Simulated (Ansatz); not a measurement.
Input and output for MgAu: DFT, r2SCAN, PAW with Ansatz's default frozen-core files, scalar-relativistic (Ansatz 0.2.0). This run: the series' base cell.

The base volume is that of a database entry, so it needn't be at zero pressure; the structure needn't be the stable phase, at rest or compressed.

Command: `ansatz run input.yaml --threads 1 --pin off --max-ram 2048MiB --backend cpu --events-out ev --progress --plain --runs-dir out` It took 5.7 s on 1 thread of INTEL(R) XEON(R) PLATINUM 8581C CPU @ 2.10GHz (Emerald Rapids), with other jobs on the host, peak memory 0.49 GiB.

```yaml
crystal:
  lattice:
    - [3.27353901, 0.0, 0.0]
    - [0.0, 3.27353901, 0.0]
    - [0.0, 0.0, 3.27353901]
  atoms:
    - { symbol: Mg, position: [0.5, 0.5, 0.5] }
    - { symbol: Au, position: [0.0, 0.0, 0.0] }
kpoints:
  mp_grid: { grid: [11, 11, 11] }
  band_path:
    path:
      - [0.0, 0.0, 0.0]
      - [0.0, 0.5, 0.0]
      - [0.5, 0.5, 0.0]
      - [0.0, 0.0, 0.0]
      - [0.5, 0.5, 0.5]
      - [0.0, 0.5, 0.0]
      - [0.5, 0.5, 0.5]
      - [0.5, 0.5, 0.0]
    npoints: 6
scf:
  occupations: { method: fermi_dirac, width: 0.05 }
hamiltonian:
  xc: r2scan
  pseudopotentials: { kind: paw }
output:
  forces: true
  stress: true
  eigenvalues: true
  efg: { contact_densities: true }
  populations: true
```

Output:

```
Au: output.efg is read without spin–orbit coupling, which moves field gradients at and beside such atoms by some per cent and up to a factor of two; PAW files take it under magnetization.noncollinear and magnetization.spin_orbit
Engine: ansatz 0.2.0
Pseudopotentials: kind: paw
Pseudopotential: Mg, paw, valence charge 10, recommended cutoff 500 eV (meta_gga), Mg.paw.azcp
Pseudopotential: Au, paw, valence charge 19, recommended cutoff 500 eV (meta_gga), Au.paw.azcp
Functional definition: r2SCAN
  parameter k0 = 0.174
  parameter k1 = 0.065
  parameter a1 = 4.9479
  exchange = r2scan_x(k0 = k0, k1 = k1, a1 = a1)
  correlation = r2scan_c
Crystal: 2 atoms, lattice volume = 35.079 Å³
Basis set: ecut = 500 eV, 895 PW (Γ), exchange–correlation on 96×96×96 points (64 copies of the dense FFT grid, shifted against one another)
Bands: 19, of which v1, the nominal top of the filled ones, is band 15 counted from 1 (14 counted from 0)
Symmetry: 48 space group operations
Space group: Pm-3m (ITA 221), of the structure as read, at distance tolerance 3.3e-5 Å
k-points: 56 of 1331
Non-local potential: Mg, projectors of the file, l = 0: 3, l = 1: 2, l = 2: 1
Non-local potential: Au, projectors of the file, l = 0: 3, l = 1: 2, l = 2: 2, l = 3: 1
PAW form: soft (Blöchl's): semilocal exchange-correlation on the pseudo side does not see the compensation charge
PAW frozen core: Mg, regenerated for the run's functional (the file was generated under x = pbe(κ = 0.804, μ = 0.2195149727645171), c = pbe(β = 0.06672455060314922))
PAW frozen core: Au, regenerated for the run's functional (the file was generated under x = pbe(κ = 0.804, μ = 0.2195149727645171), c = pbe(β = 0.06672455060314922))
PAW one-centre angular grid: Mg, 302 points (default); XC on 224 Gauss nodes
PAW one-centre angular grid: Au, 590 points (default); XC on 160 Gauss nodes
Initial density: superposition of atomic densities (neutral atoms: chi_scale 0, normalization atom), corrected by the library's trained network
Initial wavefunctions: pseudopotential atomic-orbital guess
Functional: x = r2scan, c = r2scan; τ floored in thin density (d = 2e-4 eV/Å³)
SCF iter   1: F=—  HF=-15091.116073 eV  |F-HF|=—  |Δ(HF+E_count)|=         —  Δρ=1.08e-2  dr2=4.63e-2  dr2_τ=1.22e-2  ethr=1.77e-3  ⟨swp⟩=5.4  Hψ=4636  notcnv=0
preconditioner: auto → none  [metal: Δε(μ)=0.092 eV  Ē_g=11.620 eV  σ=0.050 eV  W_gap=0.42  n_scr=6 (ndim 8)  ℏωp=22.6 eV  f_vac=0.000  D(μ)=0.68/eV (n_scr^D=0)  sad-step TF]
SCF iter   2: F=—  HF=-15091.132342 eV  |F-HF|=—  |Δ(HF+E_count)|=   1.63e-2  Δρ=4.51e-3  dr2=1.04e-2  dr2_τ=8.03e-4  ethr=1.60e-4  ⟨swp⟩=2.9  Hψ=2446  notcnv=0  defer=18
SCF iter   3: F=—  HF=-15091.131311 eV  |F-HF|=—  |Δ(HF+E_count)|=   1.03e-3  Δρ=1.49e-3  dr2=6.12e-4  dr2_τ=1.34e-4  ethr=3.60e-5  ⟨swp⟩=2.0  Hψ=1632  notcnv=0  defer=18
SCF iter   4: F=—  HF=-15091.131391 eV  |F-HF|=—  |Δ(HF+E_count)|=   8.01e-5  Δρ=3.51e-4  dr2=8.55e-5  dr2_τ=1.16e-5  ethr=2.11e-6  ⟨swp⟩=2.0  Hψ=1854  notcnv=0  defer=18
SCF iter   5: F=—  HF=-15091.131392 eV  |F-HF|=—  |Δ(HF+E_count)|=   5.32e-7  Δρ=9.85e-5  dr2=3.04e-6  dr2_τ=2.30e-7  ethr=2.95e-7  ⟨swp⟩=2.0  Hψ=1395  notcnv=0  defer=18
SCF iter   6: F=—  HF=-15091.131395 eV  |F-HF|=—  |Δ(HF+E_count)|=   2.81e-6  Δρ=1.57e-5  dr2=1.28e-7  dr2_τ=6.94e-9  ethr=1.05e-8  ⟨swp⟩=2.2  Hψ=1488  notcnv=0  defer=18
SCF iter   7: F=-15091.131395 eV  HF=-15091.131395 eV  |F-HF|=1.44e-9  |Δ(HF+E_count)|=   4.58e-8  Δρ=2.38e-6  dr2=2.33e-9  dr2_τ=8.63e-11  ethr=3.45e-10  ⟨swp⟩=6.3  Hψ=4420  notcnv=0
SCF 1 converged in 7 iterations: F = -15091.131395 eV  dr2 = 2.33e-9
  greatest PAW one-centre occupation: 1.003 electrons in one spin orbital (limit 2), on the Au atom at site 1 (counted from 0), in its partial waves of l = 0
NSCF: frozen V_eff on 43 k-points
SCF converged after 7 iterations
Free energy (F): -15091.131395 eV
Harris-Foulkes:  -15091.131395 eV  (|F-HF|=1.44e-9)
Internal energy: -15091.125680 eV  (E = F + TS)
E sigma→0 (E₀):  -15091.128537 eV
Entropy (-TS):   -0.005715 eV (-2.858 meV/atom)
Fermi energy:    14.033418 eV
--- Per-component energies (eV) ---
  E_band       = -648.273513
  E_kinetic    = 681.484098
  E_local      = -3486.136211  (includes V_loc(G=0)·N_el)
  E_nonlocal   = 168.539796
  E_hartree    = 1364.890099
  E_xc         = -246.580208
  E_vxc        = -349.491188  (∫ρ·V_xc dr)
  E_paw        = -10026.082984  (= ΣΔE_a)
  E_vpaw       = -417.030754  (= ΣTr[D̂ρ^β])
  E_aug_tail   = 0.000712  (compensation charges beyond the density's cutoff)
  E_vtau       = 24.580964  (kinetic-family band-sum trace: ∫τ·v_τ [+ j·A + Jᵃ·Aᵃ] dr)
  E_ewald      = -3547.038449
  E_core_change = -0.202532  (= ΣΔE_core)
  E_smearing   = -0.005715  (= −TS)
  E_closure    = 0.000000  (closes the sum)
  Σ components = -15091.131395   (vs F -15091.131395, Δ=0.00e0)
--- Forces (eV/Å), atoms counted from 1 ---
  atom   1  Mg     0.00000000    -0.00000000     0.00000000
  atom   2  Au    -0.00000000    -0.00000000     0.00000000
  max |Σ_I F_I| component: 5.84e-29 eV/Å
--- Stress (GPa, compression-positive) ---
       -0.134683      -0.000000       0.000000
        0.000000      -0.134683       0.000000
        0.000000       0.000000      -0.134683
  P = ⅓ Tr σ = -0.1347 GPa (-1.347 kbar)
--- PAW observables at the nuclei: V_zz in 10²¹ V/m², potentials from the cell's mean, atoms counted from 1 ---
  atom   1  Mg V_zz =    +0.000000   η = 0.0000   by run symmetry: forbidden
            electrostatic potential = -1110.241869 V   contact ρ = 7783.891221 e/Å³
  atom   2  Au V_zz =    -0.000000   η = 0.0000   by run symmetry: forbidden
            electrostatic potential = -16453.836279 V   contact ρ = 13073115.034274 e/Å³
--- Band table (eV; the first three rows and the last of 56) ---
  k-point 0: bands = ["-94.2857", "-64.7600", "-45.1033", "-45.1033", "-45.1033", "-29.8571", "-29.8571", "-29.8571", "4.5380", "7.9688", "7.9688", "9.7748", "9.7748", "9.7748", "19.7713", "19.7713", "19.7713", "23.3487", "23.3487"]
  k-point 1: bands = ["-94.2856", "-64.7600", "-45.1054", "-45.1031", "-45.1031", "-29.8582", "-29.8570", "-29.8570", "4.6764", "7.9913", "8.0333", "9.7111", "9.7111", "9.7818", "18.6305", "19.9584", "19.9584", "23.2324", "23.9585"]
  k-point 2: bands = ["-94.2855", "-64.7598", "-45.1112", "-45.1027", "-45.1027", "-29.8613", "-29.8569", "-29.8569", "5.0756", "8.0524", "8.2214", "9.5468", "9.5468", "9.8007", "16.6621", "20.4843", "20.4843", "22.9224", "24.4455"]
  k-point 55: bands = ["-94.2840", "-64.7581", "-45.1255", "-45.1254", "-45.1254", "-29.8685", "-29.8685", "-29.8685", "7.8566", "7.8936", "7.8936", "10.4781", "10.4781", "14.7402", "16.1321", "16.1321", "17.6716", "19.5625", "20.5770"]
--- Löwdin populations: 2 sites ---
  site symbol       q [e]
     0     Mg      9.0634
     1     Au     19.3427
  spilling = 0.020481 (of n_electrons = 29.000000)
```

populations.tsv:

```
# site	symbol	l	j	q
# orbitals = lowdin
# n_electrons = 29.000000
# spilling = 0.020481
0	Mg	0_2S	-	1.998270
0	Mg	0_3S	-	1.065245
0	Mg	1_2P	-	5.999861
1	Au	0_5S	-	1.994703
1	Au	0_6S	-	1.512686
1	Au	1_5P	-	5.997345
1	Au	2_5D	-	9.837934
```

Next run (volume at 0.65 of the series' base cell), as changes to the input before:

```diff
   lattice:
-    - [3.27353901, 0.0, 0.0]
-    - [0.0, 3.27353901, 0.0]
-    - [0.0, 0.0, 3.27353901]
+    - [2.8356675033, 0.0, 0.0]
+    - [0.0, 2.8356675033, 0.0]
+    - [0.0, 0.0, 2.8356675033]
   atoms:
```

Command: `ansatz run input.yaml --threads 1 --pin off --max-ram 2048MiB --backend cpu --events-out ev --progress --plain --runs-dir out` It took 5.3 s on 1 thread of INTEL(R) XEON(R) PLATINUM 8581C CPU @ 2.10GHz (Emerald Rapids) (shared host), peak memory 0.46 GiB.

Results part of the output:

```
SCF 1 converged in 7 iterations: F = -15088.339031 eV  dr2 = 1.66e-8
  greatest PAW one-centre occupation: 1.002 electrons in one spin orbital (limit 2), on the Au atom at site 1 (counted from 0), in its partial waves of l = 0
NSCF: frozen V_eff on 43 k-points
SCF converged after 7 iterations
Free energy (F): -15088.339031 eV
Harris-Foulkes:  -15088.339031 eV  (|F-HF|=4.10e-9)
Internal energy: -15088.332730 eV  (E = F + TS)
E sigma→0 (E₀):  -15088.335881 eV
Entropy (-TS):   -0.006302 eV (-3.151 meV/atom)
Fermi energy:    24.055820 eV
--- Per-component energies (eV) ---
  E_band       = -402.178562
  E_kinetic    = 699.222310
  E_local      = -2642.262515  (includes V_loc(G=0)·N_el)
  E_nonlocal   = 167.758531
  E_hartree    = 1060.065636
  E_xc         = -254.518554
  E_vxc        = -360.576550  (∫ρ·V_xc dr)
  E_paw        = -10023.639564  (= ΣΔE_a)
  E_vpaw       = -411.249897  (= ΣTr[D̂ρ^β])
  E_aug_tail   = 0.000737  (compensation charges beyond the density's cutoff)
  E_vtau       = 24.801046  (kinetic-family band-sum trace: ∫τ·v_τ [+ j·A + Jᵃ·Aᵃ] dr)
  E_ewald      = -4094.756780
  E_core_change = -0.202532  (= ΣΔE_core)
  E_smearing   = -0.006302  (= −TS)
  E_closure    = -0.000000  (closes the sum)
  Σ components = -15088.339031   (vs F -15088.339031, Δ=0.00e0)
--- Forces (eV/Å), atoms counted from 1 ---
  atom   1  Mg     0.00000000     0.00000000     0.00000000
  atom   2  Au    -0.00000000     0.00000000    -0.00000000
  max |Σ_I F_I| component: 6.17e-29 eV/Å
--- Stress (GPa, compression-positive) ---
      110.665680      -0.000000       0.000000
        0.000000     110.665680       0.000000
       -0.000000       0.000000     110.665680
  P = ⅓ Tr σ = 110.6657 GPa (1106.657 kbar)
--- PAW observables at the nuclei: V_zz in 10²¹ V/m², potentials from the cell's mean, atoms counted from 1 ---
  atom   1  Mg V_zz =    -0.000000   η = 0.0000   by run symmetry: forbidden
            electrostatic potential = -1122.073149 V   contact ρ = 7786.356316 e/Å³
  atom   2  Au V_zz =    +0.000000   η = 0.0000   by run symmetry: forbidden
            electrostatic potential = -16463.719329 V   contact ρ = 13073295.387205 e/Å³
--- Band table (eV; the first three rows and the last of 56) ---
  k-point 0: bands = ["-86.0942", "-54.8046", "-36.9261", "-36.9261", "-36.9261", "-19.8948", "-19.8948", "-19.8948", "10.5875", "14.4280", "14.4280", "18.3380", "18.3380", "18.3380", "31.0548", "31.0548", "31.0548", "35.1652", "35.1652"]
  k-point 1: bands = ["-86.0937", "-54.8043", "-36.9392", "-36.9248", "-36.9248", "-19.9018", "-19.8948", "-19.8948", "10.7864", "14.4737", "14.5611", "18.2025", "18.2025", "18.3541", "29.8318", "31.3190", "31.3190", "34.7146", "36.0482"]
  k-point 2: bands = ["-86.0923", "-54.8032", "-36.9746", "-36.9216", "-36.9216", "-19.9207", "-19.8948", "-19.8948", "11.3414", "14.5994", "14.9592", "17.8598", "17.8598", "18.3974", "27.5966", "32.0192", "32.0192", "33.6699", "37.2764"]
  k-point 55: bands = ["-86.0757", "-54.7876", "-37.0573", "-37.0570", "-37.0570", "-19.9635", "-19.9635", "-19.9627", "14.6012", "14.6581", "14.6581", "19.7203", "19.7203", "24.4278", "25.7317", "25.7317", "30.8029", "32.0267", "33.4635"]
--- Löwdin populations: 2 sites ---
  site symbol       q [e]
     0     Mg      9.0822
     1     Au     19.2707
  spilling = 0.022313 (of n_electrons = 29.000000)
```

Next run (volume at 0.45 of the series' base cell), as changes to the input before:

```diff
   lattice:
-    - [2.8356675033, 0.0, 0.0]
-    - [0.0, 2.8356675033, 0.0]
-    - [0.0, 0.0, 2.8356675033]
+    - [2.5085438207, 0.0, 0.0]
+    - [0.0, 2.5085438207, 0.0]
+    - [0.0, 0.0, 2.5085438207]
   atoms:
```

Command: `ansatz run input.yaml --threads 1 --pin off --max-ram 2048MiB --backend cpu --events-out ev --progress --plain --runs-dir out` It took 4.4 s on 1 thread of INTEL(R) XEON(R) PLATINUM 8581C CPU @ 2.10GHz (Emerald Rapids), with other jobs on the host, peak memory 0.46 GiB.

Results part of the output:

```
SCF 1 converged in 6 iterations: F = -15077.284946 eV  dr2 = 3.56e-9
  greatest PAW one-centre occupation: 1.003 electrons in one spin orbital (limit 2), on the Au atom at site 1 (counted from 0), in its partial waves of l = 1
NSCF: frozen V_eff on 43 k-points
SCF converged after 6 iterations
Free energy (F): -15077.284946 eV
Harris-Foulkes:  -15077.284946 eV  (|F-HF|=6.48e-9)
Internal energy: -15077.282485 eV  (E = F + TS)
E sigma→0 (E₀):  -15077.283716 eV
Entropy (-TS):   -0.002461 eV (-1.231 meV/atom)
Fermi energy:    37.365542 eV
--- Per-component energies (eV) ---
  E_band       = -101.030263
  E_kinetic    = 731.451334
  E_local      = -1879.240691  (includes V_loc(G=0)·N_el)
  E_nonlocal   = 170.804654
  E_hartree    = 815.521721
  E_xc         = -264.325372
  E_vxc        = -374.713484  (∫ρ·V_xc dr)
  E_paw        = -10022.563667  (= ΣΔE_a)
  E_vpaw       = -405.809500  (= ΣTr[D̂ρ^β])
  E_aug_tail   = 0.000750  (compensation charges beyond the density's cutoff)
  E_vtau       = 25.432781  (kinetic-family band-sum trace: ∫τ·v_τ [+ j·A + Jᵃ·Aᵃ] dr)
  E_ewald      = -4628.728682
  E_core_change = -0.202532  (= ΣΔE_core)
  E_smearing   = -0.002461  (= −TS)
  E_closure    = 0.000000  (closes the sum)
  Σ components = -15077.284946   (vs F -15077.284946, Δ=0.00e0)
--- Forces (eV/Å), atoms counted from 1 ---
  atom   1  Mg     0.00000000    -0.00000000    -0.00000000
  atom   2  Au    -0.00000000     0.00000000     0.00000000
  max |Σ_I F_I| component: 2.41e-29 eV/Å
--- Stress (GPa, compression-positive) ---
      493.171804      -0.000000       0.000000
       -0.000000     493.171804       0.000000
       -0.000000       0.000000     493.171804
  P = ⅓ Tr σ = 493.1718 GPa (4931.718 kbar)
--- PAW observables at the nuclei: V_zz in 10²¹ V/m², potentials from the cell's mean, atoms counted from 1 ---
  atom   1  Mg V_zz =    -0.000000   η = 0.0000   by run symmetry: forbidden
            electrostatic potential = -1135.979945 V   contact ρ = 7791.043516 e/Å³
  atom   2  Au V_zz =    +0.000000   η = 0.0000   by run symmetry: forbidden
            electrostatic potential = -16476.956296 V   contact ρ = 13073566.425682 e/Å³
--- Band table (eV; the first three rows and the last of 56) ---
  k-point 0: bands = ["-75.6286", "-43.7753", "-26.4684", "-26.4684", "-26.4684", "-8.7711", "-8.7711", "-8.7711", "19.0953", "22.2135", "22.2135", "29.3337", "29.3337", "29.3337", "45.1256", "45.1256", "45.1256", "49.0499", "49.0499"]
  k-point 1: bands = ["-75.6252", "-43.7744", "-26.5191", "-26.4628", "-26.4628", "-8.8002", "-8.7735", "-8.7735", "19.3775", "22.2924", "22.4736", "29.0893", "29.0893", "29.3662", "43.8096", "45.4487", "45.4487", "47.9263", "50.0969"]
  k-point 2: bands = ["-75.6159", "-43.7717", "-26.6537", "-26.4477", "-26.4477", "-8.8776", "-8.7801", "-8.7801", "20.1046", "22.5117", "23.2937", "28.4832", "28.4832", "29.4547", "41.4342", "45.7866", "46.2101", "46.2101", "51.7033"]
  k-point 55: bands = ["-75.5138", "-43.6914", "-26.9622", "-26.9596", "-26.9596", "-9.0641", "-9.0641", "-9.0564", "23.1619", "23.2422", "23.2422", "31.7410", "31.7410", "36.8009", "38.3929", "38.3929", "46.6690", "48.4405", "49.7146"]
--- Löwdin populations: 2 sites ---
  site symbol       q [e]
     0     Mg      9.1009
     1     Au     19.2329
  spilling = 0.022972 (of n_electrons = 29.000000)
```

Next run (volume at 0.4 of the series' base cell), as changes to the input before:

```diff
   lattice:
-    - [2.5085438207, 0.0, 0.0]
-    - [0.0, 2.5085438207, 0.0]
-    - [0.0, 0.0, 2.5085438207]
+    - [2.411964165, 0.0, 0.0]
+    - [0.0, 2.411964165, 0.0]
+    - [0.0, 0.0, 2.411964165]
   atoms:
```

Results part of the output:

```
SCF 1 converged in 7 iterations: F = -15070.607876 eV  dr2 = 1.61e-9
  greatest PAW one-centre occupation: 1.005 electrons in one spin orbital (limit 2), on the Au atom at site 1 (counted from 0), in its partial waves of l = 1
NSCF: frozen V_eff on 43 k-points
SCF converged after 7 iterations
Free energy (F): -15070.607876 eV
Harris-Foulkes:  -15070.607876 eV  (|F-HF|=1.05e-9)
Internal energy: -15070.605480 eV  (E = F + TS)
E sigma→0 (E₀):  -15070.606678 eV
Entropy (-TS):   -0.002396 eV (-1.198 meV/atom)
Fermi energy:    42.840219 eV
--- Per-component energies (eV) ---
  E_band       = 17.996050
  E_kinetic    = 746.549013
  E_local      = -1627.892492  (includes V_loc(G=0)·N_el)
  E_nonlocal   = 173.678864
  E_hartree    = 742.282520
  E_xc         = -268.029821
  E_vxc        = -380.223270  (∫ρ·V_xc dr)
  E_paw        = -10022.919816  (= ΣΔE_a)
  E_vpaw       = -404.470968  (= ΣTr[D̂ρ^β])
  E_aug_tail   = 0.000608  (compensation charges beyond the density's cutoff)
  E_vtau       = 25.789782  (kinetic-family band-sum trace: ∫τ·v_τ [+ j·A + Jᵃ·Aᵃ] dr)
  E_ewald      = -4814.071827
  E_core_change = -0.202532  (= ΣΔE_core)
  E_smearing   = -0.002396  (= −TS)
  E_closure    = 0.000000  (closes the sum)
  Σ components = -15070.607876   (vs F -15070.607876, Δ=0.00e0)
--- Forces (eV/Å), atoms counted from 1 ---
  atom   1  Mg     0.00000000    -0.00000000     0.00000000
  atom   2  Au    -0.00000000     0.00000000    -0.00000000
  max |Σ_I F_I| component: 2.88e-29 eV/Å
--- Stress (GPa, compression-positive) ---
      746.838814       0.000000       0.000000
        0.000000     746.838814       0.000000
        0.000000       0.000000     746.838814
  P = ⅓ Tr σ = 746.8388 GPa (7468.388 kbar)
--- PAW observables at the nuclei: V_zz in 10²¹ V/m², potentials from the cell's mean, atoms counted from 1 ---
  atom   1  Mg V_zz =    -0.000000   η = 0.0000   by run symmetry: forbidden
            electrostatic potential = -1141.397569 V   contact ρ = none
  atom   2  Au V_zz =    +0.000000   η = 0.0000   by run symmetry: forbidden
            electrostatic potential = -16482.466387 V   contact ρ = 13073683.789644 e/Å³
--- Band table (eV; the first three rows and the last of 56) ---
  k-point 0: bands = ["-71.4519", "-39.6637", "-22.2693", "-22.2693", "-22.2693", "-4.5775", "-4.5775", "-4.5775", "22.7966", "25.2476", "25.2476", "33.7809", "33.7809", "33.7809", "50.7732", "50.7732", "50.7732", "54.3484", "54.3484"]
  k-point 1: bands = ["-71.4458", "-39.6629", "-22.3439", "-22.2602", "-22.2602", "-4.6219", "-4.5826", "-4.5826", "23.1133", "25.3407", "25.5749", "33.4901", "33.4901", "33.8218", "49.3995", "51.1038", "51.1038", "52.9027", "55.4811"]
  k-point 2: bands = ["-71.4295", "-39.6612", "-22.5412", "-22.2358", "-22.2358", "-4.7398", "-4.5967", "-4.5967", "23.8763", "25.5999", "26.6445", "32.7735", "32.7735", "33.9333", "46.9934", "50.3351", "51.8267", "51.8267", "57.2073"]
  k-point 55: bands = ["-71.2545", "-39.5314", "-22.9957", "-22.9908", "-22.9908", "-5.0372", "-5.0372", "-5.0224", "26.6512", "26.7424", "26.7424", "36.6572", "36.6572", "41.9246", "43.6774", "43.6774", "52.3676", "55.6071", "56.2153"]
--- Löwdin populations: 2 sites ---
  site symbol       q [e]
     0     Mg      9.1119
     1     Au     19.2282
  spilling = 0.022755 (of n_electrons = 29.000000)
```

Spin–orbit coupling is left out, which matters for the heavy atoms. The PAW files were made under PBE.
